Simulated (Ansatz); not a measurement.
Input for Ansatz (plane-wave DFT, PAW):

```yaml
crystal:
  lattice:
    - [0.0, 3.6898941582, 3.6898941582]
    - [3.6898941582, 0.0, 3.6898941582]
    - [3.6898941582, 3.6898941582, 0.0]
  atoms:
    - { symbol: Li, position: [0.5, 0.5, 0.5] }
    - { symbol: Li, position: [0.75, 0.75, 0.75] }
    - { symbol: Pt, position: [0.125, 0.125, 0.125] }
    - { symbol: Pt, position: [0.625, 0.125, 0.125] }
    - { symbol: Pt, position: [0.125, 0.125, 0.625] }
    - { symbol: Pt, position: [0.125, 0.625, 0.125] }
basis:
  ecutwfc: 500
kpoints:
  mp_grid: { grid: [8, 8, 8] }
  band_path:
    path:
      - [[0.0, 0.0, 0.0], [0.5, 0.0, 0.5], [0.625, 0.25, 0.625]]
      - [[0.375, 0.375, 0.75], [0.0, 0.0, 0.0], [0.5, 0.5, 0.5], [0.5, 0.25, 0.75], [0.5, 0.0, 0.5]]
    npoints: 14
hamiltonian:
  xc: r2scan
scf:
  occupations: { method: gaussian, width: 0.1 }
  n_extra_bands: 15
output:
  forces: true
  stress: true
  eigenvalues: true
  populations: true
  dos: { projected: true, de: 0.02, nscf_kmesh: { grid: [12, 12, 12] } }
  bader: true
```

Command:
```bash
ansatz run input.yaml --threads 1 --pin off --max-ram 2560MiB --backend cpu --events-out ev --progress --plain --runs-dir out
```

These are results of Ansatz, DFT r2SCAN, scalar-relativistic, plane waves, PAW, not measurements.

Abridged output (final results; tables in files aren't shown):

```
SCF 1 converged in 6 iterations: F = -50560.198435 eV  dr2 = 7.36e-8
SCF converged after 6 iterations
Free energy (F): -50560.198435 eV
Harris-Foulkes:  -50560.198435 eV  (|F-HF|=5.10e-8)
Internal energy: -50560.181966 eV  (E = F + TS)
E sigma→0 (E₀):  -50560.190200 eV
Entropy (-TS):   -0.016469 eV (-2.745 meV/atom)
Fermi energy:    13.516491 eV
--- Per-component energies (eV) ---
  E_band       = -1358.300868
  E_kinetic    = 2598.714359
  E_local      = -10036.710426  (includes V_loc(G=0)·N_el)
  E_nonlocal   = 739.653936
  E_hartree    = 3930.904929
  E_xc         = -1023.169012
  E_vxc        = -1384.894733  (∫ρ·V_xc dr)
  E_paw        = -37964.464245  (= ΣΔE_a)
  E_vpaw       = -1226.906882  (= ΣTr[D̂ρ^β])
  E_aug_tail   = 0.000394  (compensation charges beyond the density's cutoff)
  E_vtau       = 90.049648  (kinetic-family band-sum trace: ∫τ·v_τ [+ j·A + Jᵃ·Aᵃ] dr)
  E_ewald      = -8804.185923
  E_core_change = -0.925978  (= ΣΔE_core)
  E_smearing   = -0.016469  (= −TS)
--- Forces (eV/Å), atoms counted from 1 ---
  atom   1  Li     0.00000000     0.00000000     0.00000000
  atom   2  Li     0.00000000     0.00000000     0.00000000
  atom   3  Pt     0.00000000     0.00000000     0.00000000
  atom   4  Pt     0.00000000     0.00000000     0.00000000
  atom   5  Pt     0.00000000     0.00000000     0.00000000
  atom   6  Pt     0.00000000     0.00000000     0.00000000
--- Stress (GPa, compression-positive) ---
       -0.005426       0.000000       0.000000
        0.000000      -0.005426       0.000000
        0.000000       0.000000      -0.005426
  P = ⅓ Tr σ = -0.0054 GPa (-0.054 kbar)
--- Band table (eV; the first three rows and the last of 29) ---
  k-point 0: bands = ["-86.5865", "-86.5259", "-86.5259", "-86.5259", "-40.9915", "-40.4236", "-40.4236", "-40.4236", "-40.1326", "-40.1326", "-39.9586", "-39.9586", "-39.9586", "-39.8539", "-39.8539", "-39.8539", "-33.7348", "-33.7282", "4.2203", "7.4033", "7.4302", "7.4302", "7.4302", "8.7131", "8.7131", "9.1258", "9.1258", "9.1258", "12.5392", "12.5392", "12.5392", "12.5694", "12.5694", "12.5694", "12.7975", "12.7975", "15.1735", "15.2278", "15.2278", "15.2278", "15.5753", "15.5753", "15.5753", "18.8369", "18.8369", "20.4972", "20.4972", "20.4972", "22.1947", "22.7791", "23.0191", "23.0191", "23.0191", "27.8389"]
  k-point 1: bands = ["-86.5848", "-86.5276", "-86.5259", "-86.5259", "-40.9721", "-40.4267", "-40.4167", "-40.4167", "-40.1283", "-40.1283", "-39.9769", "-39.9613", "-39.9613", "-39.8631", "-39.8631", "-39.8538", "-33.7346", "-33.7284", "4.3742", "7.4707", "7.5166", "7.5362", "7.5362", "8.7745", "8.7745", "9.1316", "9.2272", "9.2272", "12.1660", "12.3992", "12.3992", "12.4948", "12.4948", "12.5591", "12.6952", "12.6952", "14.4344", "14.4344", "14.4601", "15.2277", "15.5359", "16.2112", "16.2112", "18.6676", "18.6676", "20.7080", "20.7080", "21.1089", "22.4274", "22.6043", "23.5388", "23.5388", "23.7067", "27.4166"]
  k-point 2: bands = ["-86.5802", "-86.5322", "-86.5259", "-86.5259", "-40.9209", "-40.4364", "-40.3995", "-40.3995", "-40.1141", "-40.1141", "-40.0230", "-39.9719", "-39.9719", "-39.8851", "-39.8851", "-39.8538", "-33.7340", "-33.7289", "4.7824", "7.6191", "7.8006", "7.8006", "7.8320", "8.9665", "8.9665", "9.1635", "9.5523", "9.5523", "11.3053", "11.7869", "11.7869", "12.3277", "12.3277", "12.5345", "12.6270", "12.6270", "12.8014", "13.4635", "13.4635", "15.2275", "15.7347", "16.6192", "16.6192", "18.6350", "18.6350", "21.1743", "21.1743", "21.5914", "22.5603", "23.5763", "24.8009", "24.8009", "24.9642", "26.6378"]
  k-point 28: bands = ["-86.5563", "-86.5563", "-86.5259", "-86.5259", "-40.6581", "-40.6581", "-40.3195", "-40.3195", "-40.1048", "-40.1048", "-40.0418", "-40.0418", "-39.9563", "-39.9563", "-39.9159", "-39.9159", "-33.7314", "-33.7314", "7.0650", "7.0650", "8.6126", "8.6126", "9.3456", "9.3456", "9.5232", "9.5232", "10.0786", "10.0786", "10.4134", "10.4134", "10.5296", "10.5296", "11.3887", "11.3887", "11.7949", "11.7949", "12.4116", "12.4116", "13.2564", "13.2564", "14.5823", "14.5823", "18.7971", "18.7971", "20.7641", "20.7641", "24.0530", "24.0530", "24.3779", "24.3779", "25.8143", "25.8143", "25.9428", "25.9428"]
--- Löwdin populations: 6 sites ---
  site symbol q [e]
     0     Li      2.4704
     1     Li      2.4704
     2     Pt     18.1265
     3     Pt     18.1265
     4     Pt     18.1265
     5     Pt     18.1265
  spilling = 0.007093 (of n_electrons = 78.000000)
--- Bader charges: 6 sites ---
  site symbol charge [e]  shift [e]
     0     Li      0.9031     0.0003
     1     Li      0.9031     0.0003
     2     Pt     -0.4515     0.0001
     3     Pt     -0.4515     0.0001
     4     Pt     -0.4515     0.0001
     5     Pt     -0.4515     0.0001
  estimated error of the sums over rays = 1.3e-4 e
```

The calculation finished and met its thresholds.

Time: 82 s on 1 thread of Arm Neoverse V2 (shared host), peak memory 0.74 GiB.

Spin–orbit coupling is left out, which can shift energies with elements as heavy as these.